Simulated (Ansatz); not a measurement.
MoW (CsCl type, space group No. 221) at seven volumes, DFT-PBEsol in the program Ansatz with PAW potentials, scaled uniformly. One row is withheld.

```tsv
V (Å³/atom)	P (GPa)
14.111	34.30
14.576	21.04
15.042	9.72
15.507	0.00
15.972	?
16.437	-15.51
16.902	-21.65
```

### Question
Fit the shown pressures and predict the withheld one.

### Answer
Third-order Birch–Murnaghan: P = (3/2)B₀(x^(7/2) − x^(5/2))[1 + (3/4)(B′ − 4)(x − 1)] with x = (V₀/V)^(2/3). Least squares on the six rows gives V₀ = 15.507 Å³/atom, B₀ = 299.7 GPa, B′ = 4.09. At V = 15.972, x = 0.9805 and P = -8.34 GPa. The run itself gave -8.34 GPa.

Space group Pm-3m (CsCl type). The start of the workflow was typed in or built on a structure type; neither database checked (COD, Materials Project) lists it. Its standing as an ambient phase is unchecked. The PBEsol relaxation kept the symmetry of its start; whether a distortion lowers the energy is not shown. The run is not spin-polarised. Scalar-relativistic: spin–orbit coupling is off unless named, which matters more the heavier the elements.

Potentials: the later of the program's two PAW sets.
